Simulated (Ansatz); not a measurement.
BaCa2MgSi2O8: Coordination and ¹⁷O quadrupole coupling

Cell: a computed structure from the Materials Project (it need not be an observed phase), taken as it stands.

Space group P-3m1 (No. 164); a = 5.4981, c = 6.8558 Å, γ = 120.00°.

| site | Wyckoff | site symmetry | x | y | z |
| --- | --- | --- | --- | --- | --- |
| Ba | 1a | -3m. | 0.0000 | 0.0000 | 0.0000 |
| Ca | 2d | 3m. | 0.3333 | 0.6667 | 0.6591 |
| Mg | 1b | -3m. | 0.0000 | 0.0000 | 0.5000 |
| Si | 2d | 3m. | 0.3333 | 0.6667 | 0.2239 |
| O7 | 6i | .m. | 0.1753 | 0.8247 | 0.3232 |
| O13 | 2d | 3m. | 0.3333 | 0.6667 | 0.9872 |

One atom of each set is listed.

All values are calculated (Ansatz; DFT, PBE, plane waves and PAW, scalar-relativistic, 420 eV cutoff, Γ-centred 5×5×4 k-points, Fermi–Dirac smearing 0.02 eV), not measured.

Q(¹⁷O) = -25.58 mb.

(1) Rank these O sites by |C_Q|, smallest first.
A. O13: 1 Si at 1.62 Å, 1 Ca at 2.25 Å, angle 180°; also 3 Ba at 3.18 Å
B. O7: 1 Si at 1.65 Å, 1 Mg at 2.06 Å, angle 168°; also 3 Ca at 2.75 Å, 1 Ba at 2.77 Å

Results:

(1) B (2.48 MHz, η = 0.33), A (2.99 MHz, η = 0.00).

An axis of threefold or higher order runs through O13, so V_zz lies along it and η is zero. At O7 V_zz points along the line of its two bonds (within 5°).
